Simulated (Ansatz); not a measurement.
Relaxed-ion elastic tensor of FeSi in space group P2_13 (No. 198; Fe on 4a, Si on 4a) in GPa (Voigt order), LDA (plane waves, PAW; program Ansatz); density 6.68 g/cm³, 10.42 Å³ per atom.

```
437  158  158  0.0  0.0  0.0
158  437  158  0.0  0.0  0.0
158  158  437  0.0  0.0  0.0
0.0  0.0  0.0  171  0.0  0.0
0.0  0.0  0.0  0.0  171  0.0
0.0  0.0  0.0  0.0  0.0  171
```

Problem. Is the crystal mechanically stable?

Solution. Yes: the smallest eigenvalue of C is 171 GPa.

Problem. Work out the Voigt, Reuss and Hill averages.

Solution. K_V = 251, K_R = 251, K_H = 251; G_V = 158, G_R = 157, G_H = 158 GPa.

Problem. Give Young's modulus, Poisson's ratio, Pugh's ratio and the universal anisotropy index.

Solution. E = 9KG/(3K + G) = 391 GPa; ν = 0.24; K/G = 1.59 (brittle by the Pugh limit of 1.75); A_U = 5G_V/G_R + K_V/K_R − 6 = 0.05.

Problem. Estimate the sound speeds and the Debye temperature.

Solution. v_l = √((K + 4G/3)/ρ) = 8310 m/s, v_t = √(G/ρ) = 4860 m/s, mean 5380 m/s; Θ = (h/k)(3n/4πV)^(1/3) v_m = 734 K.

Problem. Give the Zener ratio and Young's modulus along [100], [110] and [111].

Solution. A = 2C44/(C11 − C12) = 1.22; 1/E = S11 − 2(S11 − S12 − S44/2)Γ with Γ = 0, 1/4, 1/3 gives 354, 399, 418 GPa.

The LDA relaxation kept the symmetry of its start. The run is not spin-polarised.

Potentials: the later of the program's two PAW sets.
